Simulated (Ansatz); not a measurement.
Relaxed candidate structures of PbSe:

**A**
```cif
data_PbSe
_chemical_formula_sum 'Pb1 Se1'
_space_group_name_H-M_alt 'P 1'
_space_group_IT_number 1
_cell_length_a 4.13663
_cell_length_b 4.13664
_cell_length_c 4.00201
_cell_angle_alpha 90.000
_cell_angle_beta 90.000
_cell_angle_gamma 120.000
loop_
_space_group_symop_operation_xyz
  'x, y, z'
loop_
_atom_site_label
_atom_site_type_symbol
_atom_site_fract_x
_atom_site_fract_y
_atom_site_fract_z
_atom_site_occupancy
Pb1 Pb 0.00000 0.00000 0.81930 1
Se1 Se 0.66667 0.33333 0.40368 1
```

**B**
```
PbSe
1.0
    0.00000     3.39220     3.39220
    3.39220     0.00000     3.39220
    3.39220     3.39220     0.00000
Se Pb
1 1
Direct
  0.75000   0.75000   0.75000
  0.00000   0.00000   0.00000
```

**C**
```cif
data_PbSe
_chemical_formula_sum 'Se1 Pb1'
_space_group_name_H-M_alt 'P 1'
_space_group_IT_number 1
_cell_length_a 4.31448
_cell_length_b 4.31448
_cell_length_c 4.31448
_cell_angle_alpha 60.000
_cell_angle_beta 60.000
_cell_angle_gamma 60.000
loop_
_space_group_symop_operation_xyz
  'x, y, z'
loop_
_atom_site_label
_atom_site_type_symbol
_atom_site_fract_x
_atom_site_fract_y
_atom_site_fract_z
_atom_site_occupancy
Se1 Se 0.00000 0.00000 0.00000 1
Pb1 Pb 0.50000 0.50000 0.50000 1
```

**D**
```xyz
6
Lattice="5.7756 0.0000 0.0000 0.0000 5.7756 0.0000 0.0000 0.0000 5.7756" Properties=species:S:1:pos:R:3 pbc="T T T"
Pb     0.0000     2.8878     2.8878
Pb     2.8878     2.8878     0.0000
Pb     2.8878     0.0000     2.8878
Se     2.8878     0.0000     0.0000
Se     0.0000     0.0000     2.8878
Se     0.0000     2.8878     0.0000
```

**E**
```cif
data_Pb2Se2
_chemical_formula_sum 'Pb2 Se2'
_space_group_name_H-M_alt 'P 1'
_space_group_IT_number 1
_cell_length_a 6.46701
_cell_length_b 6.46701
_cell_length_c 6.46701
_cell_angle_alpha 141.282
_cell_angle_beta 141.282
_cell_angle_gamma 55.912
loop_
_space_group_symop_operation_xyz
  'x, y, z'
loop_
_atom_site_label
_atom_site_type_symbol
_atom_site_fract_x
_atom_site_fract_y
_atom_site_fract_z
_atom_site_occupancy
Pb1 Pb 0.75000 0.25000 0.50000 1
Pb2 Pb 0.00000 0.00000 0.00000 1
Se1 Se 0.25000 0.75000 0.50000 1
Se2 Se 0.50000 0.50000 0.00000 1
```

**F**
```
PbSe
1.0
    4.25640     0.00000     0.00000
    0.00000     4.25640     0.00000
    0.00000     0.00000     3.10202
Se Pb
1 1
Direct
  0.50000   0.50000   0.00000
  0.00000   0.00000   0.00000
```

Problem. Order them by energy per atom (lowest first) at the level PBEsol (plane waves to 420 eV, PAW, scalar-relativistic; Ansatz, a program for electronic structure).

Solution. C (reference, the lowest of the structures calculated here), A (+0.11 eV/atom), B (+0.266 eV/atom), E (+0.29 eV/atom), F (+0.35 eV/atom), D (+0.57 eV/atom)

1 run with a doubtful electronic state, a coarser numerical grid, an end not at rest or a source that can't be used is left out. 1 generated cell of layers, chains or molecules, poorly bound without dispersion, is left out. Each run could gain symmetry but not lose that of its start, so entries can be saddle points. From databases, or of a type measured for this composition: Fm-3m, cF8, rock salt type; the others are generated cells (placed on structure types, drawn at random, substituted or restacked) that were not matched to a known phase here. Static energies at zero pressure. No spin polarisation in the result. Spin-orbit coupling is missing; with elements this heavy it can move band edges by tenths of an eV or more.
